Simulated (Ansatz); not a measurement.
NbZn3Ga3:
```xyz
7
Lattice="2.7073 1.5631 4.6084 -2.7073 1.5631 4.6084 0.0000 -3.1262 4.6084" Properties=species:S:1:pos:R:3 pbc="T T T"
Nb     0.0000     0.0000     0.0000
Zn     1.3537     0.7815     2.3042
Zn    -1.3537     0.7815     2.3042
Zn     0.0000    -1.5631     2.3042
Ga    -1.3537    -0.7815     4.6084
Ga     1.3537    -0.7815     4.6084
Ga     0.0000     1.5631     4.6084
```

Relaxed with r²SCAN. Special points in fractions of this cell's reciprocal vectors: Γ (0.000, 0.000, 0.000); T (0.500, 0.500, 0.500); H2 (0.757, 0.243, 0.500); H0 (0.500, -0.243, 0.243); L (0.500, 0.000, 0.000); S0 (0.372, -0.372, 0.000); S2 (0.628, 0.000, 0.372); F (0.500, 0.000, 0.500).

Task: List the band energies nearest the Fermi level at these points for r²SCAN in the plane-wave PAW code Ansatz.

Result: In eV from the Fermi level; about four levels below and three above (degenerate sets whole), none deeper than 8.9 eV; points with the same levels are listed once.

```tsv
k	below	above
Γ	-1.58 -1.58 -0.85 -0.76 -0.76	2.65 2.81 2.81
T	-2.92 -2.92 -1.42 -1.42	1.32 1.63 1.63
H2	-3.24 -2.51 -1.89 -1.75	0.77 0.87 1.58
L	-3.40 -2.28 -1.99 -1.61	1.29 1.69 1.92
S0	-2.71 -2.39 -2.34 -1.40	0.64 1.08 1.24
F	-4.23 -2.25 -1.83 -1.14	1.23 1.80 1.83
```

Space group R-3m. The workflow started from a Materials Project entry (that database holds measured and hypothetical structures alike); the Crystallography Open Database copy checked does not list it. Whether it is the stable phase at ambient conditions was not checked. Symmetry was held in the r²SCAN relaxation; whether a distortion lowers the energy is not shown. The run is not spin-polarised. Scalar-relativistic: spin–orbit coupling is off unless named, which matters more the heavier the elements.

Potentials: the later of the program's two PAW sets.
